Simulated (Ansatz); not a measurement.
A relaxation computed with Ansatz, from input to last step.

```yaml
crystal:
  lattice:
    - [4.9076857542, 0.0, 0.0]
    - [0.0, 4.9076857542, 0.0]
    - [0.0, 0.0, 5.2348648044]
  atoms:
    - { symbol: Cs, position: [0.0, 0.0, 0.0] }
    - { symbol: Cd, position: [0.5, 0.5, 0.5] }
    - { symbol: Cl, position: [0.0, 0.5, 0.5] }
    - { symbol: Cl, position: [0.5, 0.0, 0.5] }
    - { symbol: Cl, position: [0.5, 0.5, 0.0] }
basis:
  ecutwfc: 420
kpoints:
  mp_grid: { grid: [6, 6, 6] }
hamiltonian:
  xc: lda
scf:
  occupations: { method: gaussian, width: 0.02 }
output:
  forces: true
  stress: true
  eigenvalues: true
relax:
  adjacent_minimum: "off"
  f_tol: 0.008
  max_steps: 40
  cell: { stress_tol: 0.015, fix: [a, b, gamma] }
```

```bash
ansatz run input.yaml --threads 1 --pin off --max-ram 2560MiB --backend cpu --events-out ev --progress --plain --runs-dir out
```

Computed with DFT LDA, scalar-relativistic, plane waves, PAW (Ansatz 0.2.0).

Of 4 frames 3 are shown, positions in Å and forces in eV/Å; the SCF threshold varies from step to step. Steps run on the plane waves of an earlier cell, with a Pulay correction in the pressure. The basis is chosen afresh for the last frame, the zero of the energies, and at times for earlier ones too; energy and pressure step there, also at an unchanged geometry.

```xyz
5
Lattice="4.9077 0.0000 0.0000 0.0000 4.9077 0.0000 0.0000 0.0000 5.2349" Properties=species:S:1:pos:R:3:forces:R:3 pbc="T T T" step=1 free_energy_over_end_meV_per_atom=0.15 pressure_GPa=3.24
Cs    0.0000    0.0000    0.0000    0.0000    0.0000    0.0000
Cd    2.4538    2.4538    2.6174    0.0000    0.0000    0.0000
Cl    0.0000    2.4538    2.6174    0.0000    0.0000    0.0000
Cl    2.4538    0.0000    2.6174    0.0000    0.0000    0.0000
Cl    2.4538    2.4538    0.0000    0.0000    0.0000    0.0000
5
Lattice="4.9077 0.0000 0.0000 0.0000 4.9077 0.0000 0.0000 0.0000 5.2514" Properties=species:S:1:pos:R:3:forces:R:3 pbc="T T T" step=2 free_energy_over_end_meV_per_atom=0.02 pressure_GPa=3.09
Cs    0.0000    0.0000    0.0000    0.0000    0.0000    0.0000
Cd    2.4538    2.4538    2.6257    0.0000    0.0000    0.0000
Cl    0.0000    2.4538    2.6257    0.0000    0.0000    0.0000
Cl    2.4538    0.0000    2.6257    0.0000    0.0000    0.0000
Cl    2.4538    2.4538    0.0000    0.0000    0.0000    0.0000
5
Lattice="4.9077 0.0000 0.0000 0.0000 4.9077 0.0000 0.0000 0.0000 5.2610" Properties=species:S:1:pos:R:3:forces:R:3 pbc="T T T" step=4 free_energy_over_end_meV_per_atom=0.00 pressure_GPa=3.01
Cs    0.0000    0.0000    0.0000    0.0000    0.0000    0.0000
Cd    2.4538    2.4538    2.6305    0.0000    0.0000    0.0000
Cl    0.0000    2.4538    2.6305    0.0000    0.0000    0.0000
Cl    2.4538    0.0000    2.6305    0.0000    0.0000    0.0000
Cl    2.4538    2.4538    0.0000    0.0000    0.0000    0.0000
```

The run took 36 s on 1 thread of Arm Neoverse V1, with other jobs on the host, peak memory 0.44 GiB.